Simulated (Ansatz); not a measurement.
# KSb: computed property card

KSb:
```
CELL_PARAMETERS angstrom
      6.98669     0.00000     0.00000
      0.00000     6.80725     0.00000
     -5.53973     0.00000    11.80995
ATOMIC_POSITIONS crystal
  K  0.77814 0.40087 0.66932
  K  0.22186 0.59913 0.33068
  K  0.22186 0.90087 0.83068
  K  0.77814 0.09913 0.16932
  K  0.76008 0.66716 0.96659
  K  0.23992 0.33284 0.03341
  K  0.23992 0.16716 0.53341
  K  0.76008 0.83284 0.46659
  Sb 0.68109 0.89999 0.71182
  Sb 0.31891 0.10001 0.28818
  Sb 0.31891 0.39999 0.78818
  Sb 0.68109 0.60001 0.21182
  Sb 0.68707 0.16678 0.88076
  Sb 0.31293 0.83322 0.11924
  Sb 0.31293 0.66678 0.61924
  Sb 0.68707 0.33322 0.38076
```

Space group P2_1/c (No. 14); conventional cell a = 6.9867 Å, b = 6.8073 Å, c = 13.0447 Å, α = γ = 90.00°, β = 115.13°.

Method: DFT-LDA in the program Ansatz with PAW potentials. Geometry: relaxed at this level of theory. Other levels are named where they apply.

**Cell and energy**

| Item | Result |
|---|---|
| Volume per atom | 35.11 Å³ |
| Density | 3.80 g/cm³ |
| Formation energy from the elements (no fitted shifts) | -0.46 eV/atom |

**Electronic structure**

| Item | Result |
|---|---|
| Band gap | 0.71 eV (indirect) |
| Valence-band maximum | off the standard path, at k = (0.146, 0.000, 0.312) |
| Conduction-band minimum | off the standard path, at k = (0.250, 0.000, -0.036) |
| Smallest direct gap on the standard path | 0.74 eV |
| Electron effective mass | 0.32, 0.36, 0.59 mₑ (principal values) |
| Weight of the conduction-edge state by species (Voronoi cells) | Sb 63 %, K 37 % |
| Hole effective mass | 0.82, 1.8, 2.0 mₑ (principal values) |
| Weight of the valence-edge state by species (Voronoi cells) | Sb 74 %, K 26 % |

**Mechanics**

| Item | Value |
|---|---|
| Bulk modulus (Birch–Murnaghan fit) | 18.7 GPa |
| Pressure derivative B′ | 5.1 |

The workflow started from a Materials Project entry (that database holds measured and hypothetical structures alike); the Crystallography Open Database files this formula in space group No. 14, but the cells were not matched. Whether it is the stable phase at ambient conditions was not checked. Symmetry was held in the LDA relaxation; its stability against distortions is not shown here. The references are the lowest solids computed at this level, not always the standard phases. Scalar-relativistic: spin–orbit coupling is off unless named, which matters more the heavier the elements.

Potentials: the later of the program's two PAW sets.
